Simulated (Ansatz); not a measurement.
In (sc type), DFT, PBEsol, all-electron PAW with datasets made for the crystal, scalar-relativistic (Ansatz 0.2.0), on 1 thread of Arm Neoverse N1 (shared host).

Command: `ansatz run input.yaml --threads 1 --pin off --max-ram 2048MiB --backend cpu --events-out ev --progress --plain --runs-dir out`

```yaml
crystal:
  lattice:
    - [2.9611555928, 0.0, 0.0]
    - [0.0, 2.9611555928, 0.0]
    - [0.0, 0.0, 2.9611555928]
  atoms:
    - { symbol: In, position: [0.0, 0.0, 0.0] }
kpoints:
  mp_grid: { grid: [14, 14, 14] }
scf:
  occupations: { method: fermi_dirac, width: 0.05 }
hamiltonian:
  xc: pbesol
  pseudopotentials: { kind: all_electron, datasets: crystal }
output:
  forces: true
  stress: true
  eigenvalues: true
```

Question: How large is the problem that the program sets up?

Answer: 120 irreducible k-points, 251 plane waves at Γ, 11 bands.

Question: About how long does it take?

Answer: 7.9 s of wall time for 7 SCF iterations. Times on shared machines scatter by tens of per cent.
